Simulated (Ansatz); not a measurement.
Relaxed BN (zinc blende):

```yaml
crystal:
  lattice:
    - [0.00000, 3.62409, 3.62409]
    - [1.81205, 0.00000, 1.81205]
    - [1.81205, 1.81205, 0.00000]
  atoms:
    - { symbol: N, position: [0.37500, 0.75000, 0.75000] }
    - { symbol: N, position: [0.87500, 0.75000, 0.75000] }
    - { symbol: B, position: [0.00000, 0.00000, 0.00000] }
    - { symbol: B, position: [0.50000, 0.00000, 0.00000] }
```

The atoms are displaced by Q × the pattern below (from a DFPT mode at L = (0.5, 0.0, 0.0), largest move 1; Q in Å), at fixed cell. It is one choice among 2 degenerate patterns. (q is in reciprocal vectors of the primitive cell; the cell shown is doubled to hold the pattern.)

```tsv
atom	x	y	z
N1	0.215	-0.392	0.607
N2	-0.215	0.392	-0.607
B3	0.285	-0.520	0.805
B4	-0.285	0.520	-0.805
```

Computed with PBE (plane waves to 420 eV, PAW, scalar-relativistic; Ansatz, an electronic-structure program). k mesh 8×16×16 (Γ-centred), Fermi-Dirac smearing 0.05 eV. BN was relaxed with its symmetry unable to fall. The PAW data are Ansatz's earlier set. 

```csv
Q (Å),−dE/dQ from forces (eV/Å)
-0.100,12.845
-0.083,10.698
-0.067,8.558
-0.050,6.418
-0.033,4.279
-0.017,2.140
0.000,0.000
0.017,-2.140
0.033,-4.279
0.050,-6.418
0.067,-8.558
0.083,-10.698
0.100,-12.845
```

Q: What harmonic wavenumber does the curvature at Q = 0 give?

A: 964 cm⁻¹. E″ = 128.41 eV/Å², M = Σ mᵢ|uᵢ|² = 37.6 u, ν̃ = 521.5·√(|E″|/M).

(A displaced cell: forces are minus the slopes of the energy, force constants its curvatures, and phonons follow from these.)
